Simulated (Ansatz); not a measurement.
GaP:
```
GaP
1.0
    0.00000     2.54354     2.54354
    2.54354     0.00000     2.54354
    2.54354     2.54354     0.00000
Ga P
1 1
Direct
  0.00000   0.00000   0.00000
  0.50000   0.50000   0.50000
```

Relaxed with PBEsol. Special points in fractions of this cell's reciprocal vectors: Γ (0.000, 0.000, 0.000); X (0.500, 0.000, 0.500); U (0.625, 0.250, 0.625); K (0.375, 0.375, 0.750); L (0.500, 0.500, 0.500); W (0.500, 0.250, 0.750).

**Question.** List the band energies nearest the Fermi level at these points for the program Ansatz at the PBEsol level (PAW).

**Answer.** In eV from the Fermi level; about four levels below and three above (degenerate sets whole), none deeper than 8.9 eV; points with the same levels are listed once.

```csv
k,below,above
Γ,-0.03 -0.03 -0.03,1.80 6.94 6.94 6.94
X,-6.20 -3.17 -2.85 -2.85,3.13 11.22 11.22
U,-6.33 -5.54 -2.13 -0.26,5.78 7.30 9.72
L,-8.14,0.16 0.16 2.91 2.91
W,-5.92 -4.93 -4.93,2.68 4.60 7.40 7.40
```

Space group Fm-3m (rock salt). The start of the workflow was typed in or built on a structure type; neither database checked (COD, Materials Project) lists it. It is not the phase usual at ambient conditions (space group No. 216). Symmetry was held in the PBEsol relaxation; of distortions, only those at the zone centre were tested. Spin–orbit coupling is left out wherever it is not named.

Potentials: the later of the program's two PAW sets.
